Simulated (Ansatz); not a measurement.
SiNi3Mo2 in space group P6_3/mmc (No. 194; Si on 2a, Ni on 6h, Mo on 4f), PBE in the plane-wave PAW code Ansatz, all energies at zero smearing, with the estimated change up to a 700 eV cutoff added, with one set of potentials and settings (totals compare only within such a set). Cell of 12 atoms (2 Si, 6 Ni, 4 Mo): -56138.278 eV.

| element | reference phase | E (eV/atom) |
|---|---|---|
| Si | Fd-3m, 2 atoms in the cell | -635.8114 |
| Ni | Fm-3m, 1 atoms in the cell, spin-polarised | -5839.7295 |
| Mo | Im-3m, 1 atoms in the cell | -4956.0557 |

Formation energy per atom, worked out: (-56138.278 − 2×(-635.8114) − 6×(-5839.7295) − 4×(-4956.0557))/12 = -0.338 eV/atom (-33 kJ per mol of atoms), at 0 K, without zero-point energy or fitted corrections.

The first step of the workflow began from a Materials Project structure, measured or hypothetical; the Crystallography Open Database copy checked does not list it. Whether it is the stable phase at ambient conditions was not checked. The cell was relaxed with PBE under the symmetry of its start; whether a distortion lowers the energy is not shown. The workflow began spin-polarised and lost its moments. The references are the lowest solids computed at this level, not always the standard phases.

Potentials: the earlier of the program's two PAW sets.
